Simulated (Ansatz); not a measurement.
Ti$_{2}$BiN in space group P6_3/mmc (No. 194; Ti on 4f, Bi on 2c, N on 2a) at seven volumes, PBE (plane waves, PAW; program Ansatz), shape and atoms relaxed at each. One row is withheld.

| V (Å³/atom) | P (GPa) |
|---|---|
| 14.230 | 14.39 |
| 14.699 | 8.70 |
| 15.168 | 3.94 |
| 15.637 | 0.01 |
| 16.106 | ? |
| 16.575 | -5.64 |
| 17.045 | -7.74 |

**Question.** Fit the shown pressures and predict the withheld one.

**Answer.** P = (3/2)B₀(x^(7/2) − x^(5/2))[1 + (3/4)(B′ − 4)(x − 1)] with x = (V₀/V)^(2/3). Least squares on the six rows gives V₀ = 15.646 Å³/atom, B₀ = 116 GPa, B′ = 5.76. At V = 16.106, x = 0.9809 and P = -3.09 GPa. The run itself gave -3.09 GPa.

The start of the workflow was typed in or built on a structure type; neither database checked (COD, Materials Project) lists it. Its standing as an ambient phase is unchecked. Symmetry was held in the PBE relaxation; its stability against distortions is not shown here. The workflow began spin-polarised and lost its moments. Spin–orbit coupling is left out wherever it is not named.

Potentials: the later of the program's two PAW sets.
